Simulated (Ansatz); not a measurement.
Ansatz (a quantum-chemistry and plane-wave program) input:

Ansatz 0.2 input:
```yaml
crystal:
  lattice:
    - [4.4886937651, 0.0, 0.0]
    - [-2.2443468826, 3.8873228304, 0.0]
    - [0.0, 0.0, 6.7605782968]
  atoms:
    - { symbol: Ag, position: [0.0, 0.0, 0.0] }
    - { symbol: Ag, position: [0.0, 0.0, 0.5] }
    - { symbol: I, position: [0.3333333333, 0.6666666667, 0.25] }
    - { symbol: I, position: [0.6666666667, 0.3333333333, 0.75] }
kpoints:
  mp_grid: { grid: [6, 6, 4] }
  band_path:
    path:
      - [[0.0, 0.0, 0.0], [0.5, 0.0, 0.0], [0.3333333333, 0.3333333333, 0.0], [0.0, 0.0, 0.0], [0.0, 0.0, 0.5], [0.5, 0.0, 0.5], [0.3333333333, 0.3333333333, 0.5], [0.0, 0.0, 0.5]]  # Γ-M-K-Γ-A-L-H-A
      - [[0.5, 0.0, 0.5], [0.5, 0.0, 0.0]]  # L-M
      - [[0.3333333333, 0.3333333333, 0.5], [0.3333333333, 0.3333333333, 0.0]]  # H-K
      - [VBM, CBM]
    npoints: 8
basis: { xc_grid: 2 }
hamiltonian:
  xc: pbe
  pseudopotentials: { kind: paw }
magnetization: { noncollinear: true, spin_orbit: true }
scf:
  n_extra_bands: 12
  convergence: { dr2_threshold: 0.0000000001 }
  occupations: { method: gaussian, width: 0.01 }
checkpoint: { write: soc.run }
output: { eigenvalues: true }
```

Output (shortened):

```
Pseudopotential: Ag, paw_fr, valence charge 19
Pseudopotential: I, paw_fr, valence charge 17
Functional definition: PBE
non-collinear run that drives no moment, with spin-orbit …
Crystal: 4 atoms, lattice volume = 117.965 Å³
Basis set: ecut = 420 eV, 2321 PW (Γ), exchange–correlation on 64×64×96 points (8 copies of the dense FFT grid, shifted against one another)
Bands: 84, of which v1, the nominal top of the filled ones, is band 72 counted from 1 (71 counted from 0)
Symmetry: 24 space group operations + 24 with time reversal
k-points: 21 of 144
Projection manifold: j_resolved (fully-relativistic pseudo-atomic orbitals)
SCF iter   1: F=—  HF=-30220.017834 eV  |F-HF|=—  |Δ(HF+E_count)|=         —  Δρ=5.18e-2  dr2=4.82e0  dr2_m=0.00e0 (ungated)  ethr=3.10e-3  |M|=0.00e0 ∫|m|=0.00e0 μB  |m|>n=0.0e0 m-floor=0.0e0 τ_xc=0.0e0  β_m=0.30  ⟨swp⟩=9.5  Hψ=4551  notcnv=0  defer=10
preconditioner: auto → Resta (q_TF=auto, 2.513 Å⁻¹)
spin=Noncollinear: Resta preconditioning applied to the charge; magnetization (m_x, m_y, m_z) channels mix plain (no charge-response kernel on spin).
SCF iter   2: F=—  HF=-30218.904219 eV  |F-HF|=—  |Δ(HF+E_count)|=    1.11e0  Δρ=2.62e-2  dr2=1.57e0  dr2_m=0.00e0 (ungated)  ethr=3.10e-3  |M|=0.00e0 ∫|m|=0.00e0 μB  |m|>n=0.0e0 m-floor=0.0e0 τ_xc=0.0e0  β_m=0.46  ⟨swp⟩=2.9  Hψ=1379  notcnv=0  defer=152
SCF iter   3: F=—  HF=-30218.412074 eV  |F-HF|=—  |Δ(HF+E_count)|=   4.92e-1  Δρ=7.33e-3  dr2=7.26e-2  dr2_m=0.00e0 (ungated)  ethr=2.18e-3  |M|=0.00e0 ∫|m|=0.00e0 μB  |m|>n=0.0e0 m-floor=0.0e0 τ_xc=0.0e0  β_m=0.67  ⟨swp⟩=3.0  Hψ=1392  notcnv=0  defer=152
SCF iter   4: F=—  HF=-30218.397874 eV  |F-HF|=—  |Δ(HF+E_count)|=   1.42e-2  Δρ=1.07e-3  dr2=2.93e-3  dr2_m=0.00e0 (ungated)  ethr=1.01e-4  |M|=0.00e0 ∫|m|=0.00e0 μB  |m|>n=0.0e0 m-floor=0.0e0 τ_xc=0.0e0  β_m=0.84  ⟨swp⟩=3.0  Hψ=1815  notcnv=0  defer=152
SCF iter   5: F=—  HF=-30218.398234 eV  |F-HF|=—  |Δ(HF+E_count)|=   3.60e-4  Δρ=6.12e-4  dr2=6.21e-4  dr2_m=0.00e0 (ungated)  ethr=4.07e-6  |M|=0.00e0 ∫|m|=0.00e0 μB  |m|>n=0.0e0 m-floor=0.0e0 τ_xc=0.0e0  β_m=0.92  ⟨swp⟩=2.8  Hψ=1263  notcnv=0  defer=152
SCF iter   6: F=—  HF=-30218.398417 eV  |F-HF|=—  |Δ(HF+E_count)|=   1.83e-4  Δρ=2.26e-4  dr2=9.92e-5  dr2_m=0.00e0 (ungated)  ethr=8.63e-7  |M|=0.00e0 ∫|m|=0.00e0 μB  |m|>n=0.0e0 m-floor=0.0e0 τ_xc=0.0e0  β_m=0.84  ⟨swp⟩=2.0  Hψ=1463  notcnv=0  defer=152
SCF iter   7: F=—  HF=-30218.398439 eV  |F-HF|=—  |Δ(HF+E_count)|=   2.20e-5  Δρ=6.96e-5  dr2=1.08e-5  dr2_m=0.00e0 (ungated)  ethr=1.38e-7  |M|=0.00e0 ∫|m|=0.00e0 μB  |m|>n=0.0e0 m-floor=0.0e0 τ_xc=0.0e0  β_m=0.92  ⟨swp⟩=2.0  Hψ=1394  notcnv=0  defer=152
SCF iter   8: F=—  HF=-30218.398453 eV  |F-HF|=—  |Δ(HF+E_count)|=   1.43e-5  Δρ=1.43e-5  dr2=2.94e-7  dr2_m=0.00e0 (ungated)  ethr=1.50e-8  |M|=0.00e0 ∫|m|=0.00e0 μB  |m|>n=0.0e0 m-floor=0.0e0 τ_xc=0.0e0  β_m=0.96  ⟨swp⟩=2.0  Hψ=1188  notcnv=0  defer=152
SCF iter  11: F=-30218.398580 eV  HF=-30218.398580 eV  |F-HF|=2.18e-11  |Δ(HF+E_count)|=  4.11e-10  Δρ=2.14e-7  dr2=5.05e-11  dr2_m=0.00e0 (ungated)  ethr=1.00e-12  |M|=0.00e0 ∫|m|=0.00e0 μB  |m|>n=0.0e0 m-floor=0.0e0 τ_xc=0.0e0  ⟨swp⟩=11.8  Hψ=3542  notcnv=0
SCF 1 converged in 11 iterations: F = -30218.398580 eV  dr2 = 5.05e-11
NSCF: frozen V_eff on 28 k-points
NSCF: frozen V_eff on 28 k-points
NSCF: frozen V_eff on 28 k-points
NSCF: frozen V_eff on 28 k-points
NSCF: frozen V_eff on 9 k-points
NSCF: frozen V_eff on 8 k-points
NSCF: frozen V_eff on 3 k-points
NSCF: frozen V_eff on 3 k-points
NSCF: frozen V_eff on 3 k-points
NSCF: frozen V_eff on 3 k-points
NSCF: frozen V_eff on 84 k-points
SCF converged after 11 iterations
Magnetization: |M| = 0.0000 μB,  M = (+0.0000, +0.0000, +0.0000) μB
Absolute magnetization: 0.0000 μB (∫|m|)
  site 0: m = (+0.0000, +0.0000, +0.0000) μB, |m| = 0.0000 μB  (R = 1.28 Å)
  site 1: m = (+0.0000, +0.0000, +0.0000) μB, |m| = 0.0000 μB  (R = 1.28 Å)
  site 2: m = (+0.0000, +0.0000, +0.0000) μB, |m| = 0.0000 μB  (R = 1.28 Å)
  site 3: m = (+0.0000, +0.0000, +0.0000) μB, |m| = 0.0000 μB  (R = 1.28 Å)
Free energy (F): -30218.398580 eV
Harris-Foulkes:  -30218.398580 eV  (|F-HF|=2.18e-11)
Internal energy: -30218.398580 eV  (E = F + TS)
E sigma→0 (E₀):  -30218.398580 eV
Fermi energy:    9.158461 eV
--- Per-component energies (eV) ---
  E_band       = -1412.774856
  E_kinetic    = 1433.318213
  E_local      = -9655.921879  (includes V_loc(G=0)·N_el)
  E_nonlocal   = -17.410731
  E_hartree    = 4606.523928
  E_xc         = -622.737689
  E_vxc        = -722.509317  (∫ρ·V_xc dr)
  E_paw        = -17451.468450  (= ΣΔE_a)
  E_vpaw       = -1663.300142  (= ΣTr[D̂ρ^β])
  E_aug_tail   = 0.000545  (compensation charges beyond the density's cutoff)
  E_ewald      = -8510.702516
  E_smearing   =  0.000000  (= −TS)
  E_closure    = 0.000000  (closes the sum)
  Σ components = -30218.398580   (vs F -30218.398580, Δ=0.00e0)
  [band-id]    e_kinetic+e_local+e_nonlocal+2·e_hartree+e_vxc+e_vpaw+e_augmentation_tail = -1412.775456   (vs E_band -1412.774856, Δ=-5.99e-4)
--- Band table (eV; the first three rows and the last of 21) ---
  k-point 0: bands = ["-81.7562", "-81.7562", "-81.7557", "-81.7557", "-48.8099", "-48.8099", "-48.8074", "-48.8074", "-43.7338", "-43.7338", "-43.7250", "-43.7250", "-43.7183", "-43.7183", "-43.7172", "-43.7172", "-36.8857", "-36.8857", "-36.8856", …
  k-point 1: bands = ["-81.7561", "-81.7561", "-81.7558", "-81.7558", "-48.8095", "-48.8095", "-48.8077", "-48.8077", "-43.7325", "-43.7325", "-43.7263", "-43.7263", "-43.7181", "-43.7181", "-43.7173", "-43.7173", "-36.8857", "-36.8857", "-36.8856", …
  k-point 2: bands = ["-81.7560", "-81.7560", "-81.7560", "-81.7560", "-48.8086", "-48.8086", "-48.8086", "-48.8086", "-43.7294", "-43.7294", "-43.7294", "-43.7294", "-43.7177", "-43.7177", "-43.7177", "-43.7177", "-36.8856", "-36.8856", "-36.8856", …
  k-point 20: bands = ["-81.7559", "-81.7559", "-81.7559", "-81.7559", "-48.8087", "-48.8087", "-48.8087", "-48.8087", "-43.7294", "-43.7294", "-43.7294", "-43.7294", "-43.7179", "-43.7179", "-43.7179", "-43.7179", "-36.8855", "-36.8855", "-36.8855", …
```

Cost: about 5 core-minutes (a rough figure) on shared cores.

Space group P6_3/mmc (NiAs type). The start of the workflow was typed in or built on a structure type; neither database checked (COD, Materials Project) lists it. It is not the phase usual at ambient conditions (space group No. 186, 216). The cell was relaxed with PBE under the symmetry of its start; whether a distortion lowers the energy is not shown. No spin polarisation was allowed.

Potentials: the later of the program's two PAW sets.

Ansatz is a plane-wave DFT program.
